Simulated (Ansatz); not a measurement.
Relaxation path: hcp Os (10-10), 8 layers

DFT, PBE, PAW with Ansatz's default frozen-core files, scalar-relativistic (Ansatz 0.2.0); a Γ-centred 15×10×1 k mesh, Fermi–Dirac smearing of 0.05 eV, no spin polarisation. The run relaxes the atoms in the fixed cell.

Command: `ansatz run input.yaml --threads 3 --pin off --max-ram 8192MiB --backend cpu --events-out ev --progress --plain --runs-dir out` It took 3 min on 3 threads of Arm Neoverse V2, on a shared host, peak memory 1.1 GiB.

```yaml
crystal:
  lattice:
    - [2.7530333803, 0.0, 0.0]
    - [0.0, 4.3502763544, 0.0]
    - [0.0, 0.0, 23.9473]
  atoms:
    - { symbol: Os, position: [0.0, 0.75, 0.334066412] }
    - { symbol: Os, position: [0.5, 0.25, 0.3672531299] }
    - { symbol: Os, position: [0.5, 0.75, 0.4336265647] }
    - { symbol: Os, position: [0.0, 0.25, 0.4668132826] }
    - { symbol: Os, position: [0.0, 0.75, 0.5331867174] }
    - { symbol: Os, position: [0.5, 0.25, 0.5663734353] }
    - { symbol: Os, position: [0.5, 0.75, 0.6327468701] }
    - { symbol: Os, position: [0.0, 0.25, 0.665933588] }
kpoints:
  mp_grid: { grid: [15, 10, 1] }
scf:
  occupations: { method: fermi_dirac, width: 0.05 }
hamiltonian:
  xc: pbe
  pseudopotentials: { kind: paw }
output:
  forces: true
  stress: true
  eigenvalues: true
relax:
  f_tol: 0.01
  max_steps: 40
efield:
  axis: 3
  amplitude: 0
  dipole_correction: true
```

Each step lists its free energy a cell above the last geometry, and Cartesian positions (Å) with forces (eV/Å).

The first step:

```
step 1  dF = 227.96 meV
  Os 0.0000 3.2627 8.0000   0.0000 0.0000 1.5036
  Os 1.3765 1.0876 8.7947   0.0000 0.0000 -0.6441
  Os 1.3765 3.2627 10.3842   0.0000 0.0000 -0.5937
  Os 0.0000 1.0876 11.1789   0.0000 0.0000 -0.3491
  Os 0.0000 3.2627 12.7684   0.0000 0.0000 0.3491
  Os 1.3765 1.0876 13.5631   0.0000 0.0000 0.5937
  Os 1.3765 3.2627 15.1526   0.0000 0.0000 0.6441
  Os 0.0000 1.0876 15.9473   0.0000 0.0000 -1.5036
```

Spin–orbit coupling is left out, which matters for the heavy atoms.

Question: Where does the relaxation end, and by which steps?

Answer: After 5 geometries, with a shortest distance of 2.632 Å. The further steps:
```
step 2  dF = 90.05 meV
  Os 0.0000 3.2627 8.1948   0.0000 0.0000 -1.0889
  Os 1.3765 1.0876 8.7451   0.0000 0.0000 0.6697
  Os 1.3765 3.2627 10.3706   0.0000 0.0000 0.4639
  Os 0.0000 1.0876 11.1444   0.0000 0.0000 -0.0173
  Os 0.0000 3.2627 12.8029   0.0000 0.0000 0.0173
  Os 1.3765 1.0876 13.5767   0.0000 0.0000 -0.4639
  Os 1.3765 3.2627 15.2022   0.0000 0.0000 -0.6697
  Os 0.0000 1.0876 15.7525   0.0000 0.0000 1.0889
step 3  dF = 0.85 meV
  Os 0.0000 3.2627 8.1390   0.0000 0.0000 -0.0685
  Os 1.3765 1.0876 8.7829   0.0000 0.0000 -0.0173
  Os 1.3765 3.2627 10.3785   0.0000 0.0000 -0.0130
  Os 0.0000 1.0876 11.1546   0.0000 0.0000 -0.0304
  Os 0.0000 3.2627 12.7927   0.0000 0.0000 0.0304
  Os 1.3765 1.0876 13.5688   0.0000 0.0000 0.0130
  Os 1.3765 3.2627 15.1644   0.0000 0.0000 0.0173
  Os 0.0000 1.0876 15.8083   0.0000 0.0000 0.0685
step 4  dF = 0.38 meV
  Os 0.0000 3.2627 8.1255   0.0000 0.0000 0.0231
  Os 1.3765 1.0876 8.7732   0.0000 0.0000 0.0304
  Os 1.3765 3.2627 10.3706   0.0000 0.0000 0.0268
  Os 0.0000 1.0876 11.1506   0.0000 0.0000 0.0152
  Os 0.0000 3.2627 12.7967   0.0000 0.0000 -0.0152
  Os 1.3765 1.0876 13.5767   0.0000 0.0000 -0.0268
  Os 1.3765 3.2627 15.1741   0.0000 0.0000 -0.0304
  Os 0.0000 1.0876 15.8218   0.0000 0.0000 -0.0231
step 5  dF = 0.00 meV
  Os 0.0000 3.2627 8.1302   0.0000 0.0000 -0.0004
  Os 1.3765 1.0876 8.7778   0.0000 0.0000 0.0000
  Os 1.3765 3.2627 10.3741   0.0000 0.0000 0.0017
  Os 0.0000 1.0876 11.1523   0.0000 0.0000 -0.0007
  Os 0.0000 3.2627 12.7950   0.0000 0.0000 0.0007
  Os 1.3765 1.0876 13.5732   0.0000 0.0000 -0.0017
  Os 1.3765 3.2627 15.1695   0.0000 0.0000 0.0000
  Os 0.0000 1.0876 15.8171   0.0000 0.0000 0.0004
```
